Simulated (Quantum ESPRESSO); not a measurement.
Si3F4O4, one run as intended and one with a planted mistake

A calculation, not a measurement. The program is pw.x of Quantum ESPRESSO 7.5 (plane-wave density functional theory). The cell is made up: 11 atoms on a rutile lattice with one site empty, with randomly drawn elements, strain and displacements, not relaxed. PseudoDojo standard norm-conserving files (v0.5 for PBE, v0.4.1 for LDA and PBEsol) set the functional; there is no spin polarisation, spin-orbit coupling or dispersion term, and the masses in the input are unused placeholders.

Intended input:

```
&control calculation='scf', pseudo_dir='./dojo.nc.sr.pbe.v0_5.standard.upf', outdir='./o', disk_io='medium', tprnfor=.true., tstress=.true. /
&system ibrav=0, nat=11, ntyp=3, nbnd=38, ecutwfc=84.00895049, nosym=.true., tot_charge=0,
 occupations='smearing', smearing='fd', degauss=0.0018374661
/
&electrons conv_thr=7.350e-09, electron_maxstep=60, /
ATOMIC_SPECIES
F 1.0 F.upf
O 1.0 O.upf
Si 1.0 Si.upf
CELL_PARAMETERS angstrom
4.1569 0.0161 -0.0581
0.0161 4.2703 0.0141
-0.0739 0.018 5.2911
ATOMIC_POSITIONS angstrom
Si 0.0244 0.0019 0.0338
Si 2.047 2.1548 1.2963
Si -0.0283 -0.0102 2.633
F 1.2675 1.3048 -0.0105
F 2.9133 2.9763 -0.043
O 3.3305 0.8413 1.2461
O 0.8367 3.4374 1.2855
O 1.1974 1.3263 2.621
F 2.811 2.989 2.6235
O 3.3066 0.8341 3.9111
F 0.7778 3.4656 3.9602
K_POINTS automatic
5 5 4 1 1 1
```

The log is shortened where brackets say so; the opening notice, blank lines, dates and the lines on written files are dropped, and the path of the files is cut. It prints rydbergs, bohrs and kilobars, and counts compression as positive stress. Where no state is partly filled, the Fermi energy that it prints is only some level between the filled and the empty states on the mesh, and need not lie in the true gap.

Log of the intended run:

```
     Program PWSCF v.7.5
     Parallel version (MPI & OpenMP), running on       1 processor cores
     Number of MPI processes:                 1
     Threads/MPI process:                     1
     [start-up lines left out]
     bravais-lattice index     =            0
     lattice parameter (alat)  =       7.8562  a.u.
     unit-cell volume          =     633.6864 (a.u.)^3
     number of atoms/cell      =           11
     number of atomic types    =            3
     number of electrons       =        64.00
     number of Kohn-Sham states=           38
     kinetic-energy cutoff     =      84.0090  Ry
     charge density cutoff     =     336.0358  Ry
     scf convergence threshold =      7.3E-09
     mixing beta               =       0.7000
     number of iterations used =            8  plain     mixing
     Exchange-correlation= PBE
                           (   1   4   3   4   0   0   0)
     [axes and pseudopotential details left out]
   Cartesian axes
     site n.     atom                  positions (alat units)
         1        Si     tau(   1) = (   0.0058691   0.0004570   0.0081302  )
         2        Si     tau(   2) = (   0.4923825   0.5183125   0.3118102  )
         3        Si     tau(   3) = (  -0.0068072  -0.0024535   0.6333381  )
         4        F      tau(   4) = (   0.3048827   0.3138547  -0.0025257  )
         5        F      tau(   5) = (   0.7007611   0.7159150  -0.0103432  )
         6        O      tau(   6) = (   0.8011138   0.2023651   0.2997351  )
         7        O      tau(   7) = (   0.2012586   0.8268273   0.3092124  )
         8        O      tau(   8) = (   0.2880209   0.3190263   0.6304516  )
         9        F      tau(   9) = (   0.6761540   0.7189698   0.6310530  )
        10        O      tau(  10) = (   0.7953649   0.2006332   0.9407705  )
        11        F      tau(  11) = (   0.1870909   0.8336105   0.9525809  )
     number of k points=    50  Fermi-Dirac smearing, width (Ry)=  0.0018
                       cart. coord. in units 2pi/alat
        k(    1) = (   0.1010241   0.0966459   0.0992975), wk =   0.0400000
        k(    2) = (   0.1037726   0.0959868   0.2957688), wk =   0.0400000
     [further k points left out]
     Dense  grid:    65917 G-vectors     FFT dimensions: (  45,  48,  60)
     Estimated max dynamical RAM per process >      88.86 MB
     Initial potential from superposition of free atoms
     starting charge      63.9981, renormalised to      64.0000
     Starting wfcs are   44 randomized atomic wfcs
     total cpu time spent up to now is        9.5 secs
     per-process dynamical memory:    59.9 Mb
     Self-consistent Calculation
     iteration #  1     ecut=    84.01 Ry     beta= 0.70
     Davidson diagonalization with overlap
     ethr =  1.00E-02,  avg # of iterations =  2.4
     total cpu time spent up to now is       31.9 secs
     total energy              =    -354.69869039 Ry
     estimated scf accuracy    <       2.04084608 Ry
     iteration #  2     ecut=    84.01 Ry     beta= 0.70
     Davidson diagonalization with overlap
     ethr =  3.19E-03,  avg # of iterations =  3.0
     total cpu time spent up to now is       61.4 secs
     total energy              =    -355.13984354 Ry
     estimated scf accuracy    <       1.89867479 Ry
     [iterations 3 to 9 left out]
     iteration # 10     ecut=    84.01 Ry     beta= 0.70
     Davidson diagonalization with overlap
     ethr =  9.21E-10,  avg # of iterations =  2.0
     total cpu time spent up to now is      253.0 secs
     total energy              =    -355.56512589 Ry
     estimated scf accuracy    <       0.00000011 Ry
     iteration # 11     ecut=    84.01 Ry     beta= 0.70
     Davidson diagonalization with overlap
     ethr =  1.72E-10,  avg # of iterations =  2.0
     total cpu time spent up to now is      274.2 secs
     End of self-consistent calculation
     [lines on levels left out]
     the Fermi energy is     9.6936 ev
!    total energy              =    -355.56512590 Ry
     estimated scf accuracy    <          6.6E-09 Ry
     smearing contrib. (-TS)   =      -0.00000000 Ry
     internal energy E=F+TS    =    -355.56512590 Ry
     The total energy is F=E-TS. E is the sum of the following terms:
     one-electron contribution =     -81.99791758 Ry
     hartree contribution      =      87.24531887 Ry
     xc contribution           =     -88.22370460 Ry
     ewald contribution        =    -272.58882260 Ry
     convergence has been achieved in  11 iterations
     Forces acting on atoms (cartesian axes, Ry/au):
     atom    1 type  3   force =    -0.10049510    0.12270800   -0.14038866
     atom    2 type  3   force =    -0.05184064   -0.14176126    0.12888433
     atom    3 type  3   force =     0.02013883    0.22392698    0.08857480
     atom    4 type  1   force =     0.00321211    0.00169531    0.00590426
     atom    5 type  1   force =    -0.00534981   -0.01261907    0.05270222
     atom    6 type  2   force =    -0.02206285   -0.01275703   -0.02521149
     atom    7 type  2   force =    -0.00862410   -0.01440237   -0.02104260
     atom    8 type  2   force =    -0.00279527   -0.02730896   -0.11170121
     atom    9 type  1   force =     0.06444902    0.02808146   -0.05130083
     atom   10 type  2   force =     0.07736460   -0.11954348    0.04067442
     atom   11 type  1   force =     0.02600321   -0.04801957    0.03290476
     Total force =     0.440996     Total SCF correction =     0.000160
     Computing stress (Cartesian axis) and pressure
          total   stress  (Ry/bohr**3)                   (kbar)     P=       49.76
   0.00081055  -0.00016198   0.00066879          119.24      -23.83       98.38
  -0.00016198   0.00019113   0.00026145          -23.83       28.12       38.46
   0.00066879   0.00026145   0.00001313           98.38       38.46        1.93
     init_run     :      7.92s CPU      9.36s WALL (       1 calls)
     electrons    :    243.19s CPU    264.75s WALL (       1 calls)
     forces       :      3.69s CPU      3.74s WALL (       1 calls)
     stress       :     16.71s CPU     16.78s WALL (       1 calls)
     [timing details left out]
     PWSCF        :   4m31.67s CPU   4m56.96s WALL
     JOB DONE.
```

A second run has one planted mistake: the files are those of another functional. The input lines that differ, file-writing options aside:

```
- &control calculation='scf', pseudo_dir='./dojo.nc.sr.pbe.v0_5.standard.upf', outdir='./o', disk_io='medium', tprnfor=.true., tstress=.true. /
+ &control calculation='scf', pseudo_dir='./dojo.nc.sr.lda.v0_4_1.standard.upf', outdir='./o', disk_io='medium', tprnfor=.true., tstress=.true. /
```

Its log:

```
     Program PWSCF v.7.5
     Parallel version (MPI & OpenMP), running on       1 processor cores
     Number of MPI processes:                 1
     Threads/MPI process:                     1
     [start-up lines left out]
     bravais-lattice index     =            0
     lattice parameter (alat)  =       7.8562  a.u.
     unit-cell volume          =     633.6864 (a.u.)^3
     number of atoms/cell      =           11
     number of atomic types    =            3
     number of electrons       =        64.00
     number of Kohn-Sham states=           38
     kinetic-energy cutoff     =      84.0090  Ry
     charge density cutoff     =     336.0358  Ry
     scf convergence threshold =      7.3E-09
     mixing beta               =       0.7000
     number of iterations used =            8  plain     mixing
     Exchange-correlation= SLA  PW   NOGX NOGC
                           (   1   4   0   0   0   0   0)
     [axes and pseudopotential details left out]
   Cartesian axes
     site n.     atom                  positions (alat units)
         1        Si     tau(   1) = (   0.0058691   0.0004570   0.0081302  )
         2        Si     tau(   2) = (   0.4923825   0.5183125   0.3118102  )
         3        Si     tau(   3) = (  -0.0068072  -0.0024535   0.6333381  )
         4        F      tau(   4) = (   0.3048827   0.3138547  -0.0025257  )
         5        F      tau(   5) = (   0.7007611   0.7159150  -0.0103432  )
         6        O      tau(   6) = (   0.8011138   0.2023651   0.2997351  )
         7        O      tau(   7) = (   0.2012586   0.8268273   0.3092124  )
         8        O      tau(   8) = (   0.2880209   0.3190263   0.6304516  )
         9        F      tau(   9) = (   0.6761540   0.7189698   0.6310530  )
        10        O      tau(  10) = (   0.7953649   0.2006332   0.9407705  )
        11        F      tau(  11) = (   0.1870909   0.8336105   0.9525809  )
     number of k points=    50  Fermi-Dirac smearing, width (Ry)=  0.0018
                       cart. coord. in units 2pi/alat
        k(    1) = (   0.1010241   0.0966459   0.0992975), wk =   0.0400000
        k(    2) = (   0.1037726   0.0959868   0.2957688), wk =   0.0400000
     [further k points left out]
     Dense  grid:    65917 G-vectors     FFT dimensions: (  45,  48,  60)
     Estimated max dynamical RAM per process >      88.86 MB
     Initial potential from superposition of free atoms
     starting charge      63.9983, renormalised to      64.0000
     Starting wfcs are   44 randomized atomic wfcs
     total cpu time spent up to now is       11.4 secs
     per-process dynamical memory:    59.9 Mb
     Self-consistent Calculation
     iteration #  1     ecut=    84.01 Ry     beta= 0.70
     Davidson diagonalization with overlap
     ethr =  1.00E-02,  avg # of iterations =  2.4
     total cpu time spent up to now is       34.0 secs
     total energy              =    -354.20854993 Ry
     estimated scf accuracy    <       1.96488276 Ry
     iteration #  2     ecut=    84.01 Ry     beta= 0.70
     Davidson diagonalization with overlap
     ethr =  3.07E-03,  avg # of iterations =  3.0
     total cpu time spent up to now is       63.5 secs
     total energy              =    -354.61646363 Ry
     estimated scf accuracy    <       2.02135648 Ry
     [iterations 3 to 9 left out]
     iteration # 10     ecut=    84.01 Ry     beta= 0.70
     Davidson diagonalization with overlap
     ethr =  7.93E-10,  avg # of iterations =  2.1
     total cpu time spent up to now is      252.3 secs
     total energy              =    -355.06858253 Ry
     estimated scf accuracy    <       0.00000011 Ry
     iteration # 11     ecut=    84.01 Ry     beta= 0.70
     Davidson diagonalization with overlap
     ethr =  1.73E-10,  avg # of iterations =  2.0
     total cpu time spent up to now is      280.6 secs
     End of self-consistent calculation
     [lines on levels left out]
     the Fermi energy is    10.3822 ev
!    total energy              =    -355.06858254 Ry
     estimated scf accuracy    <          6.6E-09 Ry
     smearing contrib. (-TS)   =       0.00000000 Ry
     internal energy E=F+TS    =    -355.06858254 Ry
     The total energy is F=E-TS. E is the sum of the following terms:
     one-electron contribution =     -81.97709811 Ry
     hartree contribution      =      86.12856263 Ry
     xc contribution           =     -86.63122446 Ry
     ewald contribution        =    -272.58882260 Ry
     convergence has been achieved in  11 iterations
     Forces acting on atoms (cartesian axes, Ry/au):
     atom    1 type  3   force =    -0.09901612    0.12175701   -0.13763843
     atom    2 type  3   force =    -0.05238979   -0.13895344    0.12767189
     atom    3 type  3   force =     0.02030748    0.22241194    0.09044469
     atom    4 type  1   force =     0.00258724    0.00123584    0.01564327
     atom    5 type  1   force =    -0.00520873   -0.01104580    0.05999209
     atom    6 type  2   force =    -0.01564762   -0.01834600   -0.02562458
     atom    7 type  2   force =    -0.01223254   -0.01032431   -0.02356071
     atom    8 type  2   force =    -0.00360947   -0.02824142   -0.11935344
     atom    9 type  1   force =     0.06227417    0.02755081   -0.05955085
     atom   10 type  2   force =     0.08799490   -0.12985491    0.04089162
     atom   11 type  1   force =     0.01494049   -0.03618973    0.03108445
     Total force =     0.445031     Total SCF correction =     0.000168
     Computing stress (Cartesian axis) and pressure
          total   stress  (Ry/bohr**3)                   (kbar)     P=      -89.74
  -0.00012416  -0.00015100   0.00064611          -18.27      -22.21       95.05
  -0.00015100  -0.00073675   0.00026164          -22.21     -108.38       38.49
   0.00064611   0.00026164  -0.00096923           95.05       38.49     -142.58
     init_run     :      9.95s CPU     11.32s WALL (       1 calls)
     electrons    :    247.46s CPU    269.28s WALL (       1 calls)
     forces       :      4.84s CPU      4.90s WALL (       1 calls)
     stress       :     17.73s CPU     17.81s WALL (       1 calls)
     [timing details left out]
     PWSCF        :   4m40.19s CPU   5m 3.86s WALL
     JOB DONE.
```

|  | intended run | run with the mistake |
| --- | --- | --- |
| free energy (eV) | -4837.710 | -4830.954 |
| smearing term -TS (eV) | 0.0000 | 0.0000 |
| pressure (GPa) | 4.98 | -8.97 |
| largest force component (eV/Å) | 5.757 | 5.718 |
| largest change of a force component (eV/Å) |  | 0.304 |
| iterations | 11 | 11 |

For scale, a rerun of the intended cell at a cutoff of 1437 eV and k mesh 7 x 7 x 6 moved values by no more than 0.003 eV in energy, 0.03 GPa in stress and 0.002 eV/Å in force. Files of another functional have another zero of energy, so the energy change says nothing on stability.